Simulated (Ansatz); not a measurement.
Relaxed SrTiO3 (cubic perovskite):

```
SrTiO3
1.0
    3.93649     0.00000     0.00000
    0.00000     3.93649     0.00000
    0.00000     0.00000     3.93649
Sr Ti O
1 1 3
Direct
  0.00000   0.00000   0.00000
  0.50000   0.50000   0.50000
  0.00000   0.50000   0.50000
  0.50000   0.50000   0.00000
  0.50000   0.00000   0.50000
```

In each cell atom 2 (Ti, nearest neighbour O at 1.968 Å; its periodic images, 3.9 Å or more away, move with it) moves by s·(0.577, 0.577, 0.577) (along Cartesian [111]), the rest being held.

Computed with PBE (plane waves to 420 eV, PAW, scalar-relativistic; Ansatz, a first-principles code). k mesh 7×7×7 (Γ-centred), Fermi-Dirac smearing 0.05 eV. E stands for the smeared free energy. SrTiO3 is run without spin polarisation. SrTiO3 was relaxed with its symmetry unable to fall. The PAW data are Ansatz's earlier set. ΔE is measured from the undisplaced structure.

```
s (Å)   ΔE (meV/cell)
------  -------------
-0.590           1732
-0.472            891
-0.354       withheld
-0.236             92
-0.118              9
0.000               0
0.118               9
0.236              92
0.354        withheld
0.472             891
0.590            1732
```

### Question
Fit an even polynomial form (powers 2, 4, 6) to the given rows and predict ΔE at s = -0.354.

### Answer
Least squares on the 9 given rows: ΔE = (574.1)·s² + (20240)·s⁴ + (-21810)·s⁶, in meV/cell with s in Å; root-mean-square residual 1.5 meV/cell. At -0.354 the fit gives 347 meV/cell; the calculation gives 357 meV/cell, so the interpolation is off by -10 (-2.8 %). The quadratic term alone would give 72 meV/cell.

(For displaced atoms, the force is minus the slope of the energy, and its curvature is a force constant, which sets phonon frequencies.)
